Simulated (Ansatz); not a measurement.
# Response of YS to small distortions

```yaml
crystal:
  lattice:
    - [0.00000, 2.74365, 2.74365]
    - [2.74365, 0.00000, 2.74365]
    - [2.74365, 2.74365, 0.00000]
  atoms:
    - { symbol: Y, position: [0.50000, 0.50000, 0.50000] }
    - { symbol: S, position: [0.00000, 0.00000, 0.00000] }
```

Atom numbers follow the list: Y1, S2.

The cell comes from COD entry 1539528, which wasn't checked; take it as a given geometry.

Spin polarisation is left out, and whether a magnetic state lies lower isn't shown here.

All numbers below come from DFT, LDA, all-electron LAPW, scalar-relativistic (Ansatz 0.2.0).

The runs use a Γ-centred 8×8×8 k mesh, Fermi–Dirac smearing of 0.01 eV, basis error target 0.25 meV/atom, no spin polarisation.

The unchanged cell is at -3.79 GPa.

In a metal, stresses and small energies carry noise from the k mesh.

x, y and z are the Cartesian axes of the cell as listed; fractional coordinates follow a strain, and an engineering shear is twice the off-diagonal strain component.

(1) With this change (equal xy, yz and zx engineering shear strains of -2 %), what becomes of the energy and stress?

With equal xy, yz and zx engineering shear strains of -1 %: energy change under 1 meV/atom; stress change (xx, yy, zz, yz, xz, xy) 0.00, 0.00, 0.00, 0.28, 0.28, 0.28 GPa, compression positive.

(2) With this change (equal xy, yz and zx engineering shear strains of +1 %), what becomes of the energy and stress?

(3) With this change (equal xy, yz and zx engineering shear strains of +2 %), what becomes of the energy and stress?

Results:

(1) Energy change +2 meV/atom; stress change (xx, yy, zz, yz, xz, xy) 0.02, 0.02, 0.02, 0.63, 0.63, 0.63 GPa, compression positive.

(2) Energy change under 1 meV/atom; stress change (xx, yy, zz, yz, xz, xy) -0.01, -0.01, -0.01, -0.11, -0.11, -0.11 GPa, compression positive.

(3) Energy change under 1 meV/atom; stress change (xx, yy, zz, yz, xz, xy) 0.00, 0.00, 0.00, -0.40, -0.40, -0.40 GPa, compression positive.
